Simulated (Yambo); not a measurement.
# Convergence of the G0W0 gap of MgS

G0W0@PBEsol for MgS (zinc blende, space group F-43m, No. 216) in Yambo. Reference settings: 4×4×4 Γ-centred k mesh, bands 5 to 100 and a 10 Ry block in the screening, 100 bands in G with the Bruneval-Gonze terminator, plasmon pole fitted at 27.2 eV. The PBEsol gap Γ → Γ on this mesh is 3.31 eV; G0W0 gaps are taken between the same points.

```csv
change from the reference,G0W0 gap Γ → Γ (eV),shift of the valence edge (eV),rough Yambo cost
reference settings,5.19,-1.37,1
"34 bands in W, 34 bands in G",5.11,-1.13,about 1/2
"63 bands in W, 63 bands in G",5.16,-1.29,within a factor of two
34 bands in G,5.19,-1.34,–
63 bands in G,5.19,-1.36,–
44 bands in W,5.13,-1.22,within a factor of two
1 Ry block,4.90,-0.81,within a factor of two
4 Ry block,5.06,-1.16,within a factor of two
8 Ry block,5.17,-1.33,within a factor of two
pole fitted at 40 eV,5.22,-1.42,–
no random integration,5.12,-1.14,–
"34 bands in G, no terminator",5.03,-0.96,–
"63 bands in G, no terminator",5.11,-1.20,–
no terminator,5.16,-1.30,–
```

The reference isn't shown to be the converged limit. Costs are rough (shared machines), scaled to the same edge states, and given only for runs that recompute the screening.

Geometry relaxed with PBEsol; primitive cell a = b = c = 3.997 Å, α = β = γ = 60.00°.

This is not the ordinary phase of the substance; no match was found in the copy of COD used, and its stability was not checked.

A shift is the quasiparticle energy of the state minus its PBEsol energy.
